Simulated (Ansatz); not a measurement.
Cu$_{3}$Pd: pressure against volume

Cu$_{3}$Pd, Pm-3m, a = 3.654 Å. The structure is a COD entry; whether it is the stable form wasn't checked. Ansatz: PBEsol, PAW, 420 eV, Γ-centred 12×12×12 mesh on 4 atoms, Gaussian smearing 0.10 eV; no spin polarisation. Shape and atoms are relaxed at each volume; pressure is positive in compression.

| V (Å³/atom) | P (GPa) |
| --- | --- |
| 11.463 | 12.92 |
| 11.829 | 5.88 |
| 12.195 | 0.02 |
| 12.561 | -4.86 |
| 12.927 | ? |

**Question.** Take V0 = 12.195 Å³/atom, count pressures from its P0 = 0.02 GPa, fit the third-order Birch–Murnaghan form to the other rows, and predict the missing pressure.

**Answer.** With the Eulerian strain f = ½[(V0/V)^(2/3) − 1] and y = (P − P0)/[3f(1 + 2f)^(5/2)], the form is the line y = B0 + 1.5 B0 (B0′ − 4) f. Rows (f, y): 0.02107, 184.1; 0.01026, 181.0; -0.00976, 175.1. Means f = 0.007190, y = 180.07; Σ(Δf)² = 0.0004894, ΣΔfΔy = 0.1430; the slope is their ratio. y = 178.0 + 292.3 f GPa, so B0 = 178.0 GPa and B0′ = 4 + 2 × (292.3)/(3 × 178.0) = 5.09. At V = 12.927, f = -0.01906, y = 172.43 and P = -8.93 GPa. The run gave -8.90 GPa, so the fit is 0.03 GPa too low, a small miss on the scale of the series. The form still works here, 33 % of the fitted range beyond its end.